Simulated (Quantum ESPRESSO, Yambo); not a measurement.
## G0W0 results for Cs₂NaYF₆

```
Cs2NaYF6
1.0
    0.00000     4.60070     4.60070
    4.60070     0.00000     4.60070
    4.60070     4.60070     0.00000
F Na Y Cs
6 1 1 2
Direct
  0.76072   0.76072   0.23928
  0.23928   0.23928   0.76072
  0.23928   0.76072   0.76072
  0.76072   0.23928   0.23928
  0.76072   0.23928   0.76072
  0.23928   0.76072   0.23928
  0.50000   0.50000   0.50000
  0.00000   0.00000   0.00000
  0.25000   0.25000   0.25000
  0.75000   0.75000   0.75000
```

The geometry is that of Materials Project entry mp-13925, symmetrised and not relaxed again.

Starting point: PBEsol (pw.x of Quantum ESPRESSO, ONCV potentials, without SOC). G0W0 in Yambo: 2×2×2 Γ-centred k mesh, bands 2 to 286 and a 7 Ry block in the screening, 286 bands in G with the Bruneval-Gonze terminator, plasmon pole fitted at 27.2 eV.

```yaml
PBEsol gap along the band path: 6.73 eV
PBEsol gap between the mesh's edge points (Γ → Γ): 6.73 eV
G0W0 gap between the same points: 10.10 eV
```

```tsv
k point	band	E PBEsol (eV)	E QP (eV)	shift (eV)	Z
Γ	VB	0.00	-2.25	-2.25	0.80
Γ	CB	6.73	7.85	1.12	0.89
L	VB	-0.12	-2.40	-2.28	0.80
L	CB	8.10	10.18	2.08	0.87
X	VB	-0.01	-2.26	-2.25	0.80
X	CB	8.22	10.41	2.20	0.86
```

Energies count from the PBEsol valence-band maximum.

Convergence of the G0W0 settings was not tested. The k mesh is coarse.
